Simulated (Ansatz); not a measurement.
Formation energy of rocksalt-structured PdGe

Computed with Ansatz (plane waves, PAW, 420 eV cutoff): PBEsol, scalar-relativistic, no spin polarisation, 10×10×10 k-mesh, Gaussian smearing of 0.05 eV. The datasets are Ansatz's generated set soft_2.

The start was a prototype's sites filled with these elements. The Crystallography Open Database lists the compound in space group Pnma, so this is a trial structure.

The structure is cubic, space group Fm-3m (No. 225). The conventional cell has a = 5.130 Å, b = 5.130 Å, c = 5.130 Å, α = 90.00°, β = 90.00°, γ = 90.00°. Pd (site symmetry m-3m) is surrounded by 6 Ge at 2.57 Å. Ge (site symmetry m-3m) is surrounded by 6 Pd at 2.57 Å. (Neighbours are counted to 15 % beyond the shortest distance.)

The elements were computed in their standard states with the same datasets, cutoff and functional. Total energies depend on the potentials used, so only differences within one code and one set of settings carry meaning.

Energy of the relaxed cell (2 atoms, smearing extrapolated to zero): -11160.417 eV. Elements, in eV/atom: Pd -6906.649, Ge -4253.497.

Problem. What is the formation energy?

Solution. [-11160.417 − (1 × -6906.649 + 1 × -4253.497)] / 2 = -0.14 eV/atom, or -13 kJ per mole of atoms.

The value is for 0 K, without zero-point energy. A negative value shows stability against the elements alone, not against other compounds or structures.
